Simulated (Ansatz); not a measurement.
GaP:
```yaml
crystal:
  lattice:
    - [1.91492, 1.10558, 6.35714]
    - [-1.91492, 1.10558, 6.35714]
    - [0.00000, -2.21116, 6.35714]
  atoms:
    - { symbol: Ga, position: [0.43579, 0.43579, 0.43579] }
    - { symbol: Ga, position: [0.56421, 0.56421, 0.56421] }
    - { symbol: P, position: [0.05781, 0.05781, 0.05781] }
    - { symbol: P, position: [0.94219, 0.94219, 0.94219] }
```

PBEsol in the plane-wave PAW code Ansatz gives a gap of 0.68 eV without spin–orbit coupling, maximum at Γ, minimum at F.

Question: What happens when spin–orbit coupling is switched on?

Answer: The gap shrinks by 0.03 eV, to 0.65 eV; maximum at Γ, minimum at F.

Question: Give the electron effective mass with spin–orbit coupling.

Answer: 0.18, 0.33, 0.36 mₑ (principal values).

Question: Give the hole effective mass with spin–orbit coupling.

Answer: 0.15, 0.15, 1.4 mₑ (principal values).

Space group R-3m. The workflow started from a Materials Project entry (that database holds measured and hypothetical structures alike); the Crystallography Open Database copy checked does not list it. It is not the phase usual at ambient conditions (space group No. 216). The cell was relaxed with PBEsol under the symmetry of its start; whether a distortion lowers the energy is not shown.

Potentials: the later of the program's two PAW sets.
